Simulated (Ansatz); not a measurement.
TiSi2:
```cif
data_Si16Ti8
_chemical_formula_sum 'Si16 Ti8'
_space_group_name_H-M_alt 'Fddd :1'
_space_group_IT_number 70
_space_group_name_Hall 'F 2 2 -1d'
_cell_length_a 4.72325
_cell_length_b 8.12230
_cell_length_c 8.44397
_cell_angle_alpha 90.000
_cell_angle_beta 90.000
_cell_angle_gamma 90.000
loop_
_atom_site_label
_atom_site_type_symbol
_atom_site_symmetry_multiplicity
_atom_site_Wyckoff_symbol
_atom_site_fract_x
_atom_site_fract_y
_atom_site_fract_z
_atom_site_occupancy
Si1 Si 16 f 0.00000 0.33608 0.00000 1
Ti1 Ti 8 a 0.00000 0.00000 0.00000 1
```
(The calculation used a cell of 6 atoms; values per cell refer to that cell.)

Relaxed at zero pressure with the program Ansatz at the LDA level (PAW).

**Question.** The volume is raised by 6 % and shape and atoms relax at that volume. What pressure results, and how do the axes share the change?

**Answer.** -8.1 GPa; a 2.1 %, b 2.4 %, c 1.5 %; the energy rises by 21 meV/atom.

**Question.** Give the new structure.

**Answer.** 
Space group Fddd, origin choice 1 (No. 70); a = 4.821 Å, b = 8.314 Å, c = 8.567 Å, α = 90.00°, β = 90.00°, γ = 90.00°

```csv
atom,site,symmetry,x,y,z
Si,16f,.2.,0.0000,0.3362,0.0000
Ti,8a,222,0.0000,0.0000,0.0000
```

The phase is kept; no other phase was compared at this pressure.

The LDA relaxation kept the symmetry of its start; of distortions, only those at the zone centre were tested. No spin polarisation was allowed.

Potentials: the later of the program's two PAW sets.
